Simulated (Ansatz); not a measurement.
ScIr₃:
```
ScIr3
1.0
    3.89610     0.00000     0.00000
    0.00000     3.89610     0.00000
    0.00000     0.00000     3.89610
Sc Ir
1 3
Direct
  0.00000   0.00000   0.00000
  0.00000   0.50000   0.50000
  0.50000   0.00000   0.50000
  0.50000   0.50000   0.00000
```

Relaxed with PBEsol. Special points in fractions of this cell's reciprocal vectors: Γ (0.000, 0.000, 0.000); X (0.000, 0.500, 0.000); M (0.500, 0.500, 0.000); R (0.500, 0.500, 0.500).

**Question.** List the band energies nearest the Fermi level at these points for PBEsol with spin–orbit coupling (plane waves, PAW; program Ansatz).

**Answer.** In eV from the Fermi level; about four levels below and three above (degenerate sets whole), none deeper than 8.9 eV; points with the same levels are listed once.

```csv
k,below,above
Γ,-2.23 -2.23 -2.23 -2.23 -1.64 -1.64,0.18 0.18 0.18 0.18
X,-0.99 -0.99 -0.98 -0.98 -0.81 -0.81,0.55 0.55 2.04 2.04
M,-0.55 -0.55 -0.40 -0.40,3.03 3.03 3.13 3.13
R,-1.15 -1.15 -1.15 -1.15 -0.36 -0.36,0.41 0.41 0.41 0.41
```

Space group Pm-3m (Cu3Au type). The workflow started from a Materials Project entry (that database holds measured and hypothetical structures alike); the Crystallography Open Database copy checked does not list it. Whether it is the stable phase at ambient conditions was not checked. Symmetry was held in the PBEsol relaxation; whether a distortion lowers the energy is not shown. No spin polarisation was allowed.

Potentials: the later of the program's two PAW sets.
